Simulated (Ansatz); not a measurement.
The start is a generated trial cell of VBiO4 in the zircon structure type. A full variable-cell relaxation at zero pressure is run with r2SCAN (plane waves to 500 eV, PAW, scalar-relativistic; Ansatz, a quantum-chemistry and plane-wave program). The first steps use a coarse 4×4×4 k-mesh.

Starting cell:
```yaml
crystal:
  lattice:
    - [-3.50076, 3.50076, 3.16967]
    - [3.50076, -3.50076, 3.16967]
    - [3.50076, 3.50076, -3.16967]
  atoms:
    - { symbol: O, position: [0.13610, 0.32010, 0.81600] }
    - { symbol: O, position: [0.61390, 0.92990, 0.68400] }
    - { symbol: O, position: [0.24590, 0.92990, 0.31600] }
    - { symbol: O, position: [0.50410, 0.32010, 0.18400] }
    - { symbol: O, position: [0.67990, 0.86390, 0.18400] }
    - { symbol: O, position: [0.07010, 0.75410, 0.68400] }
    - { symbol: O, position: [0.07010, 0.38610, 0.31600] }
    - { symbol: O, position: [0.67990, 0.49590, 0.81600] }
    - { symbol: V, position: [0.50000, 0.50000, 0.00000] }
    - { symbol: V, position: [0.25000, 0.75000, 0.50000] }
    - { symbol: Bi, position: [0.75000, 0.25000, 0.50000] }
    - { symbol: Bi, position: [0.00000, 0.00000, 0.00000] }
```
Spin-polarised start, with parallel moments on V.

Problem. What pressure does the first self-consistent step give?

Solution. +12.7 GPa (positive: the cell is compressed).

Problem. What is the largest force in the starting geometry, and on which atom (counted from 1)?

Solution. 1.43 eV/Å, on O1, O2, O3, O4, O5, O6, O7, O8 (atoms numbered as listed).

Problem. By how much does the energy per atom fall from start to end?

Solution. 0.08 eV/atom.

Problem. How does the volume change?

Solution. +10.6 %, from 12.95 to 14.32 Å³/atom.

Problem. How do the shortest distances between atoms change?

Solution. The closest pairs of elements (up to four, under 3.6 Å), start → end: O–V 1.72 → 1.71 Å; Bi–O 2.26 → 2.39 Å; O–O 2.58 → 2.64 Å; Bi–V 3.17 → 3.22 Å.

Problem. Is the relaxed structure metallic? Give its gap.

Solution. 2.89 eV, direct at k = (0.3333, 0.3333, -0.3333) (no spin-orbit coupling).

Problem. Give the final cell and atomic positions.

Solution. 
```cif
data_Bi4O16V4
_chemical_formula_sum 'O16 V4 Bi4'
_space_group_name_H-M_alt 'I41/amd :1'
_space_group_IT_number 141
_space_group_name_Hall 'I 4bw 2bw -1bw'
_cell_length_a 7.30322
_cell_length_b 7.30322
_cell_length_c 6.44140
_cell_angle_alpha 90.000
_cell_angle_beta 90.000
_cell_angle_gamma 90.000
loop_
_atom_site_label
_atom_site_type_symbol
_atom_site_symmetry_multiplicity
_atom_site_Wyckoff_symbol
_atom_site_fract_x
_atom_site_fract_y
_atom_site_fract_z
_atom_site_occupancy
O1 O 16 h 0.31896 0.00000 0.08103 1
V1 V 4 b 0.00000 0.00000 0.50000 1
Bi1 Bi 4 a 0.00000 0.00000 0.00000 1
```
(The calculation used a cell of 12 atoms; values per cell refer to that cell.)

The space group stays I4₁/amd (No. 141) (the run could not lower it); the end is AFLOW prototype A4BC_tI24_141_h_b_a (as in ZrSiO4), with 12 atoms in the primitive cell. Final values are on a 6×6×6 k-mesh of the relaxed cell. No spin polarisation in the result: the starting moments vanished. The d or f electrons are treated with no Hubbard U. Without spin-orbit coupling the bands of the heavy element are not split, so the gap can be far off.

The run could not lose the symmetry of its start; a randomly shaken copy of 12 atoms returns to this structure.

The first start was generated by placing the elements on the sites of a structure type. A measured structure of VBiO4 has the same space group, I4₁/amd (No. 141); the sites were not compared with it. Another known form has space group No. 88.
